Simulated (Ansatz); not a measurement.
Mg₂ScCr₃S₈ — coordination and ³³S quadrupole coupling

Cell: a computed structure from the Materials Project (it need not be an observed phase).

```cif
data_Mg2ScCr3S8
_symmetry_space_group_name_H-M 'R-3m:H'
_symmetry_Int_Tables_number 166
_cell_length_a 7.3209
_cell_length_b 7.3209
_cell_length_c 17.8596
_cell_angle_alpha 90.000
_cell_angle_beta 90.000
_cell_angle_gamma 120.000
loop_
_atom_site_label
_atom_site_type_symbol
_atom_site_symmetry_multiplicity
_atom_site_Wyckoff_symbol
_atom_site_fract_x
_atom_site_fract_y
_atom_site_fract_z
Mg Mg 6 c 0.0000 0.0000 0.8756
Sc Sc 3 b 0.0000 0.0000 0.5000
Cr Cr 9 e 0.1667 0.3333 0.3333
S7 S 6 c 0.0000 0.0000 0.7362
S8 S 18 h 0.8455 0.6910 0.4079
```

One atom of each set is listed; the run and its k-mesh use a cell of 14 atoms with edges of 7.30, 7.30, 7.30 Å.

Method: Kohn–Sham DFT in Ansatz, r2SCAN, plane waves and PAW, scalar-relativistic, collinear spin, 500 eV cutoff, Γ-centred 5×5×5 k-points, Fermi–Dirac smearing 0.02 eV. Start moments as typed (μB): 3 on each Cr, none on the rest.

Q(³³S) = -69.40 mb.

(1) Order the S environments from the weakest to the strongest quadrupole coupling.
A. S7: 3 Cr at 2.45 Å, 1 Mg at 2.49 Å
B. S8: 1 Mg at 2.44 Å, 2 Cr at 2.44 Å, 1 Sc at 2.56 Å

## Answers

(1) A (1.13 MHz, η = 0.00), B (8.64 MHz, η = 0.22).

An axis of threefold or higher order runs through S7, so V_zz lies along it and η is zero. Like point charges on the first shell alone (each adding as 1/d³) would give the same order.

The program didn't check the stability of this electronic state in full, so a lower one may lie near. All moments are parallel here, as the start or the cell imposes; many such compounds order antiparallel, where fields and spin densities carried over to other atoms largely cancel. The magnetic order is the one that the run reached from its start moments, not necessarily the measured one.
